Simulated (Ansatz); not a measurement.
Cs₂GeF₆:
```yaml
crystal:
  lattice:
    - [0.00000, 4.47704, 4.47704]
    - [4.47704, 0.00000, 4.47704]
    - [4.47704, 4.47704, 0.00000]
  atoms:
    - { symbol: Cs, position: [0.75000, 0.75000, 0.75000] }
    - { symbol: Cs, position: [0.25000, 0.25000, 0.25000] }
    - { symbol: Ge, position: [0.00000, 0.00000, 0.00000] }
    - { symbol: F, position: [0.79690, 0.79690, 0.20310] }
    - { symbol: F, position: [0.20310, 0.20310, 0.79690] }
    - { symbol: F, position: [0.20310, 0.79690, 0.79690] }
    - { symbol: F, position: [0.79690, 0.20310, 0.20310] }
    - { symbol: F, position: [0.79690, 0.20310, 0.79690] }
    - { symbol: F, position: [0.20310, 0.79690, 0.20310] }
```

PBEsol (plane waves, PAW; program Ansatz) gives a gap of 6.33 eV without spin–orbit coupling, maximum at Γ, minimum at Γ.

Task: What happens when spin–orbit coupling is switched on?

Result: The gap shrinks by 0.01 eV, to 6.32 eV; maximum on the Γ–L line, 25 % of the way from Γ, minimum at Γ.

Task: How large is the spin–orbit splitting of the valence top at Γ?

Result: The fourfold level lies 0.03 eV above the split-off pair.

Task: Give the electron effective mass with spin–orbit coupling.

Result: 0.62 mₑ (isotropic).

Space group Fm-3m. The first step of the workflow began from a Materials Project structure, measured or hypothetical; the Crystallography Open Database files this formula in space group No. 225, but the cells were not matched. Whether it is the stable phase at ambient conditions was not checked. Symmetry was held in the PBEsol relaxation; its stability against distortions is not shown here.

Potentials: the later of the program's two PAW sets.
